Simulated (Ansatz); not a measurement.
Calculation for Mg (sc type): DFT, LDA, all-electron LAPW, scalar-relativistic (Ansatz 0.2.0).

The cell comes from a relaxation on PAW files under the same functional, begun from a prototype that needn't be the stable phase.

Command: `ansatz run input.yaml --threads 1 --pin off --max-ram 2048MiB --backend cpu --events-out ev --progress --plain --runs-dir out` It took 4.6 s on 1 thread of Arm Neoverse V1 (shared host), peak memory 0.21 GiB.

```yaml
crystal:
  lattice:
    - [2.9590815737, 0.0, 0.0]
    - [0.0, 2.9590815737, 0.0]
    - [0.0, 0.0, 2.9590815737]
  atoms:
    - { symbol: Mg, position: [0.0, 0.0, 0.0] }
kpoints:
  mp_grid: { grid: [15, 15, 15] }
  band_path:
    path:
      - [0.0, 0.0, 0.0]
      - [0.0, 0.5, 0.0]
      - [0.5, 0.5, 0.0]
      - [0.0, 0.0, 0.0]
      - [0.5, 0.5, 0.5]
      - [0.0, 0.5, 0.0]
      - [0.5, 0.5, 0.5]
      - [0.5, 0.5, 0.0]
    npoints: 14
scf:
  occupations: { method: fermi_dirac, width: 0.05 }
hamiltonian:
  xc: lda
  pseudopotentials: { kind: all_electron, lapw: { basis_error: 0.001 } }
output:
  forces: true
  stress: true
  eigenvalues: true
  populations: true
  dos: { projected: true, de: 0.2, e_range: [-14, 8] }
```

Output:

```
Mg: projections on atomic orbitals take those of the free atom 1s2 2s2 2p6 3s2, of charge +0.00 (hamiltonian.pseudopotentials.projection_atoms)
LAPW: plane waves up to 5.901 Å⁻¹, error target 1.0e-3 eV per atom; small_component_spin mean_spin; Mg in spheres of 1.480 Å, 10 of its electrons in bands, Dirac shells [] (how accurate: hamiltonian.pseudopotentials.lapw.basis_error, Limitations)
Engine: ansatz 0.2.0
Pseudopotentials: kind: all_electron
Pseudopotential: Mg, LAPW, valence charge 10, lapw/all_electron/scalar/gaussian/Mg, Koelling and Harmon's equation, gaussian nucleus
Functional definition: SPW92
  exchange = slater_x
  correlation = pw_c
Crystal: 1 atoms, lattice volume = 25.910 Å³
Basis set: ecut = 132.68649914795353 eV, 81 PW (Γ), exchange–correlation at level 2
Bands: 9, of which v1, the nominal top of the filled ones, is band 5 counted from 1 (4 counted from 0)
Symmetry: 48 space group operations
Space group: Pm-3m (ITA 221), of the structure as read, at distance tolerance 3.0e-5 Å
k-points: 120 of 3375
Non-local potential: Mg, projectors of the file, none
Initial density: superposition of atomic densities (chi_scale 0.1, normalization cell)
Initial wavefunctions: plane waves of lowest kinetic energy (no species holds an atomic orbital)
Functional: x = slater, c = lda
iter 1 solved again at ethr=1.98e-4 eV; its pass at ethr=1.00e-1 eV (dr2=1.98e-2 eV) is discarded
SCF iter   1: F=—  HF=-5428.865358 eV  |F-HF|=—  |Δ(HF+E_count)|=         —  Δρ=7.16e-3  dr2=1.99e-2  ethr=1.98e-4  ⟨swp⟩=3.1  Hψ=8431  notcnv=0
preconditioner: auto → none  [insulator: Δε(μ)=0.129 eV  Ē_g=9.237 eV  σ=0.050 eV  W_gap=0.53  n_scr=6 (ndim 8)  ℏωp=10.3 eV  f_vac=0.000  D(μ)=0.46/eV (n_scr^D=0)  ε∞_Penn≈2.2]
SCF iter   2: F=—  HF=-5428.854153 eV  |F-HF|=—  |Δ(HF+E_count)|=   1.12e-2  Δρ=3.17e-3  dr2=3.69e-3  ethr=1.98e-4  ⟨swp⟩=2.0  Hψ=2950  notcnv=0
iter 3 solved again at ethr=4.22e-8 eV; its pass at ethr=3.69e-5 eV (dr2=4.22e-6 eV) is discarded
SCF iter   3: F=—  HF=-5428.851945 eV  |F-HF|=—  |Δ(HF+E_count)|=   2.21e-3  Δρ=1.68e-4  dr2=4.17e-6  ethr=4.22e-8  ⟨swp⟩=2.7  Hψ=5475  notcnv=0
SCF iter   4: F=—  HF=-5428.851924 eV  |F-HF|=—  |Δ(HF+E_count)|=   2.14e-5  Δρ=7.39e-5  dr2=1.19e-6  ethr=4.17e-8  ⟨swp⟩=2.6  Hψ=2909  notcnv=0
SCF iter   5: F=-5428.851925 eV  HF=-5428.851925 eV  |F-HF|=1.46e-9  |Δ(HF+E_count)|=   1.25e-6  Δρ=2.53e-6  dr2=9.37e-10  ethr=1.19e-8  ⟨swp⟩=2.0  Hψ=2830  notcnv=0
SCF 1 converged in 5 iterations: F = -5428.851925 eV  dr2 = 9.37e-10
NSCF: frozen V_eff on 99 k-points
SCF converged after 5 iterations
Free energy (F): -5428.851925 eV
Harris-Foulkes:  -5428.851925 eV  (|F-HF|=1.46e-9)
Internal energy: -5428.848005 eV  (E = F + TS)
E sigma→0 (E₀):  -5428.849965 eV
Entropy (-TS):   -0.003920 eV (-3.920 meV/atom)
Fermi energy:    4.231782 eV
--- Per-component energies (eV) ---
  E_band       = -371.024288
  E_kinetic    = 5429.917911
  E_xc         = -424.045553
  E_electrostatic = -10434.720362  (all electrons and nuclei)
  E_smearing   = -0.003920  (= −TS)
  E_closure    = 0.000000  (closes the sum)
  E_atoms      = -5427.478463  (free atoms, spherical and without spin; not in F)
  Σ components = -5428.851925   (vs F -5428.851925, Δ=0.00e0)
  Basis errors (estimates in eV, not in F): energy 3.4e-4 per atom: plane waves 3.4e-4 (1.9e-4 summed), levels above the bands 1.0e-55, relativity 4.3e-10, radial functions 3.7e-6, core shells 1.7e-16; eigenvalues (radial functions only) 6.5e-6; not estimated: angular momenta, meshes, grids; target (lapw.basis_error) 1.0e-3; muffin-tin radii Mg 1.480 Å
--- Forces (eV/Å), atoms counted from 1 ---
  atom   1  Mg    -0.00000000     0.00000000     0.00000000
  max |Σ_I F_I| component: 1.05e-31 eV/Å
--- Stress (GPa, compression-positive) ---
        0.034482      -0.000000       0.000000
       -0.000000       0.034482       0.000000
        0.000000       0.000000       0.034482
  P = ⅓ Tr σ = 0.0345 GPa (0.345 kbar)
--- Band table (eV; the first three rows and the last of 120) ---
  k-point 0: bands = ["-71.2451", "-38.6461", "-38.6461", "-38.6461", "-2.1567", "12.5609", "12.5609", "14.0667", "14.0667"]
  k-point 1: bands = ["-71.2449", "-38.6478", "-38.6460", "-38.6460", "-2.0804", "11.4739", "12.6273", "14.1295", "14.1295"]
  k-point 2: bands = ["-71.2446", "-38.6527", "-38.6456", "-38.6456", "-1.8518", "9.8469", "12.8246", "14.3178", "14.3178"]
  k-point 119: bands = ["-71.2362", "-38.6770", "-38.6770", "-38.6770", "8.1891", "8.7792", "8.7792", "10.3539", "10.3539"]
--- Löwdin populations: 1 site ---
  site symbol       q [e]
     0     Mg     11.5165
  spilling = 0.040295 (of n_electrons = 12.000000)
```

populations.tsv:

```
# site	symbol	l	j	q
# orbitals = lowdin
# n_electrons = 12.000000
# spilling = 0.040295
# projection_atom_Mg: 1s2 2s2 2p6 3s2
0	Mg	0_1S	-	1.999952
0	Mg	0_2S	-	1.997393
0	Mg	0_3S	-	1.519482
0	Mg	1_2P	-	5.999633
```

Next run (volume at 0.9 of the series' base cell), as changes to the input before:

```diff
   lattice:
-    - [2.9590815737, 0.0, 0.0]
-    - [0.0, 2.9590815737, 0.0]
-    - [0.0, 0.0, 2.9590815737]
+    - [2.8569618476, 0.0, 0.0]
+    - [0.0, 2.8569618476, 0.0]
+    - [0.0, 0.0, 2.8569618476]
   atoms:
   mp_grid: { grid: [15, 15, 15] }
-  band_path:
-    path:
-      - [0.0, 0.0, 0.0]
-      - [0.0, 0.5, 0.0]
-      - [0.5, 0.5, 0.0]
-      - [0.0, 0.0, 0.0]
-      - [0.5, 0.5, 0.5]
-      - [0.0, 0.5, 0.0]
-      - [0.5, 0.5, 0.5]
-      - [0.5, 0.5, 0.0]
-    npoints: 14
 scf:
   populations: true
-  dos: { projected: true, de: 0.2, e_range: [-14, 8] }
```

Results part of the output:

```
SCF 1 converged in 5 iterations: F = -5428.827177 eV  dr2 = 9.94e-10
SCF converged after 5 iterations
Free energy (F): -5428.827177 eV
Harris-Foulkes:  -5428.827177 eV  (|F-HF|=1.51e-9)
Internal energy: -5428.823528 eV  (E = F + TS)
E sigma→0 (E₀):  -5428.825352 eV
Entropy (-TS):   -0.003649 eV (-3.649 meV/atom)
Fermi energy:    5.033998 eV
--- Per-component energies (eV) ---
  E_band       = -362.752180
  E_kinetic    = 5431.288476
  E_xc         = -424.517671
  E_electrostatic = -10435.594333  (all electrons and nuclei)
  E_smearing   = -0.003649  (= −TS)
  E_closure    = 0.000000  (closes the sum)
  E_atoms      = -5427.478463  (free atoms, spherical and without spin; not in F)
  Σ components = -5428.827177   (vs F -5428.827177, Δ=0.00e0)
  Basis errors (estimates in eV, not in F): energy 3.5e-4 per atom: plane waves 3.4e-4 (1.9e-4 summed), levels above the bands 4.4e-58, relativity 9.3e-10, radial functions 4.2e-6, core shells 3.6e-16; eigenvalues (radial functions only) 6.8e-6; not estimated: angular momenta, meshes, grids; target (lapw.basis_error) 1.0e-3; muffin-tin radii Mg 1.428 Å
--- Forces (eV/Å), atoms counted from 1 ---
  atom   1  Mg     0.00000000    -0.00000000     0.00000000
  max |Σ_I F_I| component: 6.16e-33 eV/Å
--- Stress (GPa, compression-positive) ---
        3.303458       0.000000       0.000000
        0.000000       3.303458       0.000000
        0.000000       0.000000       3.303458
  P = ⅓ Tr σ = 3.3035 GPa (33.035 kbar)
--- Band table (eV; the first three rows and the last of 120) ---
  k-point 0: bands = ["-70.3720", "-37.7642", "-37.7642", "-37.7642", "-1.7979", "13.7141", "13.7141", "15.6419", "15.6419"]
  k-point 1: bands = ["-70.3718", "-37.7667", "-37.7640", "-37.7640", "-1.7157", "12.6593", "13.7855", "15.7075", "15.7075"]
  k-point 2: bands = ["-70.3712", "-37.7738", "-37.7634", "-37.7634", "-1.4699", "10.9732", "13.9979", "15.9045", "15.9045"]
  k-point 119: bands = ["-70.3576", "-37.8089", "-37.8089", "-37.8089", "9.2911", "9.9583", "9.9583", "11.3733", "11.3733"]
--- Löwdin populations: 1 site ---
  site symbol       q [e]
     0     Mg     11.5007
  spilling = 0.041612 (of n_electrons = 12.000000)
```

Next run (volume at 0.8 of the series' base cell), as changes to the input before:

```diff
   lattice:
-    - [2.8569618476, 0.0, 0.0]
-    - [0.0, 2.8569618476, 0.0]
-    - [0.0, 0.0, 2.8569618476]
+    - [2.7469679981, 0.0, 0.0]
+    - [0.0, 2.7469679981, 0.0]
+    - [0.0, 0.0, 2.7469679981]
   atoms:
```

Command: `ansatz run input.yaml --threads 1 --pin off --max-ram 2048MiB --backend cpu --events-out ev --progress --plain --runs-dir out` It took 3.4 s on 1 thread of Arm Neoverse V1 (shared host), peak memory 0.21 GiB.

Results part of the output:

```
SCF 1 converged in 5 iterations: F = -5428.733823 eV  dr2 = 1.15e-9
SCF converged after 5 iterations
Free energy (F): -5428.733823 eV
Harris-Foulkes:  -5428.733823 eV  (|F-HF|=1.65e-9)
Internal energy: -5428.730482 eV  (E = F + TS)
E sigma→0 (E₀):  -5428.732152 eV
Entropy (-TS):   -0.003341 eV (-3.341 meV/atom)
Fermi energy:    6.024477 eV
--- Per-component energies (eV) ---
  E_band       = -352.768435
  E_kinetic    = 5433.098179
  E_xc         = -425.092620
  E_electrostatic = -10436.736040  (all electrons and nuclei)
  E_smearing   = -0.003341  (= −TS)
  E_closure    = 0.000000  (closes the sum)
  E_atoms      = -5427.478463  (free atoms, spherical and without spin; not in F)
  Σ components = -5428.733823   (vs F -5428.733823, Δ=0.00e0)
  Basis errors (estimates in eV, not in F): energy 3.6e-4 per atom: plane waves 3.5e-4 (1.9e-4 summed), levels above the bands 3.2e-61, relativity 1.0e-9, radial functions 4.8e-6, core shells 8.7e-16; eigenvalues (radial functions only) 7.1e-6; not estimated: angular momenta, meshes, grids; target (lapw.basis_error) 1.0e-3; muffin-tin radii Mg 1.373 Å
--- Forces (eV/Å), atoms counted from 1 ---
  atom   1  Mg    -0.00000000     0.00000000     0.00000000
  max |Σ_I F_I| component: 1.85e-32 eV/Å
--- Stress (GPa, compression-positive) ---
        8.710849      -0.000000       0.000000
       -0.000000       8.710849       0.000000
        0.000000       0.000000       8.710849
  P = ⅓ Tr σ = 8.7108 GPa (87.108 kbar)
--- Band table (eV; the first three rows and the last of 120) ---
  k-point 0: bands = ["-69.3261", "-36.7035", "-36.7035", "-36.7035", "-1.3323", "15.1131", "15.1131", "17.5678", "17.5678"]
  k-point 1: bands = ["-69.3257", "-36.7072", "-36.7031", "-36.7031", "-1.2432", "14.0917", "15.1906", "17.6362", "17.6362"]
  k-point 2: bands = ["-69.3247", "-36.7180", "-36.7022", "-36.7022", "-0.9767", "12.3459", "15.4211", "17.8413", "17.8413"]
  k-point 119: bands = ["-69.3018", "-36.7700", "-36.7699", "-36.7699", "10.6164", "11.3845", "11.3845", "12.6559", "12.6559"]
--- Löwdin populations: 1 site ---
  site symbol       q [e]
     0     Mg     11.4849
  spilling = 0.042926 (of n_electrons = 12.000000)
```

Next run (volume at 0.7 of the series' base cell), as changes to the input before:

```diff
   lattice:
-    - [2.7469679981, 0.0, 0.0]
-    - [0.0, 2.7469679981, 0.0]
-    - [0.0, 0.0, 2.7469679981]
+    - [2.6273803708, 0.0, 0.0]
+    - [0.0, 2.6273803708, 0.0]
+    - [0.0, 0.0, 2.6273803708]
   atoms:
```

Results part of the output:

```
SCF 1 converged in 5 iterations: F = -5428.525506 eV  dr2 = 9.83e-9
SCF converged after 5 iterations
Free energy (F): -5428.525506 eV
Harris-Foulkes:  -5428.525506 eV  (|F-HF|=9.33e-9)
Internal energy: -5428.522426 eV  (E = F + TS)
E sigma→0 (E₀):  -5428.523966 eV
Entropy (-TS):   -0.003080 eV (-3.080 meV/atom)
Fermi energy:    7.281156 eV
--- Per-component energies (eV) ---
  E_band       = -340.453657
  E_kinetic    = 5435.541934
  E_xc         = -425.808443
  E_electrostatic = -10438.255918  (all electrons and nuclei)
  E_smearing   = -0.003080  (= −TS)
  E_closure    = 0.000000  (closes the sum)
  E_atoms      = -5427.478463  (free atoms, spherical and without spin; not in F)
  Σ components = -5428.525506   (vs F -5428.525506, Δ=0.00e0)
  Basis errors (estimates in eV, not in F): energy 3.4e-4 per atom: plane waves 3.4e-4 (1.9e-4 summed), levels above the bands 1.3e-65, relativity 1.4e-9, radial functions 5.7e-6, core shells 2.6e-15; eigenvalues (radial functions only) 7.5e-6; not estimated: angular momenta, meshes, grids; target (lapw.basis_error) 1.0e-3; muffin-tin radii Mg 1.314 Å
--- Forces (eV/Å), atoms counted from 1 ---
  atom   1  Mg    -0.00000000    -0.00000000     0.00000000
  max |Σ_I F_I| component: 4.52e-32 eV/Å
--- Stress (GPa, compression-positive) ---
       17.887266      -0.000000       0.000000
       -0.000000      17.887266       0.000000
        0.000000       0.000000      17.887266
  P = ⅓ Tr σ = 17.8873 GPa (178.873 kbar)
--- Band table (eV; the first three rows and the last of 120) ---
  k-point 0: bands = ["-68.0492", "-35.4002", "-35.4002", "-35.4002", "-0.7087", "16.8504", "16.8504", "19.9821", "19.9821"]
  k-point 1: bands = ["-68.0485", "-35.4062", "-35.3997", "-35.3997", "-0.6110", "15.8649", "16.9354", "20.0526", "20.0526"]
  k-point 2: bands = ["-68.0467", "-35.4230", "-35.3983", "-35.3983", "-0.3189", "14.0601", "17.1881", "20.2643", "20.2643"]
  k-point 119: bands = ["-68.0063", "-35.5026", "-35.5024", "-35.5024", "12.2326", "13.1056", "13.1056", "14.3603", "14.3603"]
--- Löwdin populations: 1 site ---
  site symbol       q [e]
     0     Mg     11.4698
  spilling = 0.044183 (of n_electrons = 12.000000)
```

Next run (volume at 0.6 of the series' base cell), as changes to the input before:

```diff
   lattice:
-    - [2.6273803708, 0.0, 0.0]
-    - [0.0, 2.6273803708, 0.0]
-    - [0.0, 0.0, 2.6273803708]
+    - [2.4957860586, 0.0, 0.0]
+    - [0.0, 2.4957860586, 0.0]
+    - [0.0, 0.0, 2.4957860586]
   atoms:
```

Command: `ansatz run input.yaml --threads 1 --pin off --max-ram 2048MiB --backend cpu --events-out ev --progress --plain --runs-dir out` It took 3.8 s on 1 thread of Arm Neoverse V1 (shared host), peak memory 0.22 GiB.

Results part of the output:

```
SCF 1 converged in 5 iterations: F = -5428.118014 eV  dr2 = 1.25e-8
SCF converged after 5 iterations
Free energy (F): -5428.118014 eV
Harris-Foulkes:  -5428.118014 eV  (|F-HF|=9.24e-9)
Internal energy: -5428.114693 eV  (E = F + TS)
E sigma→0 (E₀):  -5428.116354 eV
Entropy (-TS):   -0.003321 eV (-3.321 meV/atom)
Fermi energy:    8.948862 eV
--- Per-component energies (eV) ---
  E_band       = -324.826135
  E_kinetic    = 5438.935619
  E_xc         = -426.725494
  E_electrostatic = -10440.324817  (all electrons and nuclei)
  E_smearing   = -0.003321  (= −TS)
  E_closure    = 0.000000  (closes the sum)
  E_atoms      = -5427.478463  (free atoms, spherical and without spin; not in F)
  Σ components = -5428.118014   (vs F -5428.118014, Δ=0.00e0)
  Basis errors (estimates in eV, not in F): energy 3.6e-4 per atom: plane waves 3.4e-4 (1.9e-4 summed), levels above the bands 5.6e-72, relativity 2.0e-9, radial functions 1.9e-5, core shells 1.2e-14; eigenvalues (radial functions only) 8.4e-6; not estimated: angular momenta, meshes, grids; target (lapw.basis_error) 1.0e-3; muffin-tin radii Mg 1.248 Å
--- Forces (eV/Å), atoms counted from 1 ---
  atom   1  Mg     0.00000000     0.00000000     0.00000000
  max |Σ_I F_I| component: 2.47e-32 eV/Å
--- Stress (GPa, compression-positive) ---
       34.113559      -0.000000       0.000000
       -0.000000      34.113559       0.000000
        0.000000       0.000000      34.113559
  P = ⅓ Tr σ = 34.1136 GPa (341.136 kbar)
--- Band table (eV; the first three rows and the last of 120) ---
  k-point 0: bands = ["-66.4519", "-33.7538", "-33.7538", "-33.7538", "0.1622", "19.0737", "19.0737", "23.1073", "23.1073"]
  k-point 1: bands = ["-66.4507", "-33.7637", "-33.7530", "-33.7530", "0.2709", "18.1283", "19.1682", "23.1789", "23.1789"]
  k-point 2: bands = ["-66.4473", "-33.7914", "-33.7506", "-33.7506", "0.5956", "16.2690", "19.4492", "23.3933", "23.3933"]
  k-point 119: bands = ["-66.3720", "-33.9179", "-33.9175", "-33.9175", "14.2439", "15.1780", "15.1780", "16.7677", "16.7677"]
--- Löwdin populations: 1 site ---
  site symbol       q [e]
     0     Mg     11.4562
  spilling = 0.045316 (of n_electrons = 12.000000)
```

Next run (volume at 0.5 of the series' base cell), as changes to the input before:

```diff
   lattice:
-    - [2.4957860586, 0.0, 0.0]
-    - [0.0, 2.4957860586, 0.0]
-    - [0.0, 0.0, 2.4957860586]
+    - [2.3486246015, 0.0, 0.0]
+    - [0.0, 2.3486246015, 0.0]
+    - [0.0, 0.0, 2.3486246015]
   atoms:
```

Results part of the output:

```
SCF 1 converged in 5 iterations: F = -5427.348819 eV  dr2 = 1.77e-9
SCF converged after 5 iterations
Free energy (F): -5427.348819 eV
Harris-Foulkes:  -5427.348819 eV  (|F-HF|=1.36e-9)
Internal energy: -5427.344699 eV  (E = F + TS)
E sigma→0 (E₀):  -5427.346759 eV
Entropy (-TS):   -0.004120 eV (-4.120 meV/atom)
Fermi energy:    11.255718 eV
--- Per-component energies (eV) ---
  E_band       = -304.293911
  E_kinetic    = 5443.758600
  E_xc         = -427.941974
  E_electrostatic = -10443.161325  (all electrons and nuclei)
  E_smearing   = -0.004120  (= −TS)
  E_closure    = 0.000000  (closes the sum)
  E_atoms      = -5427.478463  (free atoms, spherical and without spin; not in F)
  Σ components = -5427.348819   (vs F -5427.348819, Δ=0.00e0)
  Basis errors (estimates in eV, not in F): energy 3.6e-4 per atom: plane waves 3.4e-4 (1.9e-4 summed), levels above the bands 1.1e-81, relativity 3.5e-9, radial functions 2.0e-5, core shells 1.2e-13; eigenvalues (radial functions only) 5.8e-6; not estimated: angular momenta, meshes, grids; target (lapw.basis_error) 1.0e-3; muffin-tin radii Mg 1.174 Å
--- Forces (eV/Å), atoms counted from 1 ---
  atom   1  Mg    -0.00000000     0.00000000     0.00000000
  max |Σ_I F_I| component: 2.82e-33 eV/Å
--- Stress (GPa, compression-positive) ---
       64.231541      -0.000000       0.000000
       -0.000000      64.231541       0.000000
        0.000000       0.000000      64.231541
  P = ⅓ Tr σ = 64.2315 GPa (642.315 kbar)
--- Band table (eV; the first three rows and the last of 120) ---
  k-point 0: bands = ["-64.3997", "-31.6023", "-31.6023", "-31.6023", "1.4493", "22.0354", "22.0354", "27.3303", "27.3303"]
  k-point 1: bands = ["-64.3973", "-31.6195", "-31.6008", "-31.6008", "1.5727", "21.1381", "22.1424", "27.4002", "27.4002"]
  k-point 2: bands = ["-64.3904", "-31.6681", "-31.5966", "-31.5966", "1.9409", "19.2369", "22.4607", "27.6087", "27.6087"]
  k-point 119: bands = ["-64.2394", "-31.8790", "-31.8782", "-31.8782", "16.8401", "17.7851", "17.7851", "20.2878", "20.2878"]
--- Löwdin populations: 1 site ---
  site symbol       q [e]
     0     Mg     11.4398
  spilling = 0.046684 (of n_electrons = 12.000000)
```

The structure type is held throughout; the real material can change phase at far lower pressure.
